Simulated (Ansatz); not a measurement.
CdTe:
```
CELL_PARAMETERS angstrom
      0.00000     3.24489     3.24489
      3.24489     0.00000     3.24489
      3.24489     3.24489     0.00000
ATOMIC_POSITIONS crystal
  Cd 0.00000 0.00000 0.00000
  Te 0.75000 0.75000 0.75000
```

PBEsol (plane waves, PAW; program Ansatz) gives a gap of 0.65 eV without spin–orbit coupling, maximum at Γ, minimum at Γ.

What happens when spin–orbit coupling is switched on?

The gap shrinks by 0.28 eV, to 0.37 eV; maximum at Γ, minimum at Γ.

How large is the spin–orbit splitting of the valence top at Γ?

The fourfold level lies 0.87 eV above the split-off pair.

Give the electron effective mass with spin–orbit coupling.

0.040 mₑ (isotropic).

Space group F-43m (zinc blende). Symmetry was held in the PBEsol relaxation.

Potentials: the earlier of the program's two PAW sets.
